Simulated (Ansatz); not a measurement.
A scan (energy against volume; even scaling of the relaxed cell, symmetry kept) gave these values. Method: PBEsol (plane waves to 420 eV, PAW, scalar-relativistic; Ansatz, a quantum-chemistry and plane-wave program).

The bulk modulus at fixed cell shape B₀ (third-order Birch-Murnaghan fit) is 115 GPa, the pressure derivative B₀′ (fit) is 3.7 and the equilibrium volume of the fit comes out as 13.72 Å³/atom.

Of these crystals, all scanned alike, which one is it?
A) AlWB (space group Cmcm)
B) PbO₂ (space group Pbcn)
C) LaGaO₃ (space group R-3c)
D) NbN (space group P6_3/mmc)

B, PbO₂ (space group Pbcn). The others have, for the bulk modulus at fixed cell shape: AlWB 239 GPa, LaGaO3 181 GPa, NbN 331 GPa

AlWB is run without spin polarisation. All were relaxed with their symmetry unable to fall. At this level the bands of PbO2 touch or barely overlap. LaGaO3 is run without spin polarisation. NbN is run without spin polarisation. Spin-orbit coupling is left out. This is one of several known forms of LaGaO3; the measured ambient cells at hand have space group No. 62. This is one of several known forms of PbO2; the measured ambient cells at hand have space group No. 136. With the shape held, the modulus is that of even scaling; a crystal free to change shape is softer.

(Under strain, the slope of the energy per volume gives the stress and its curvature an elastic modulus.)
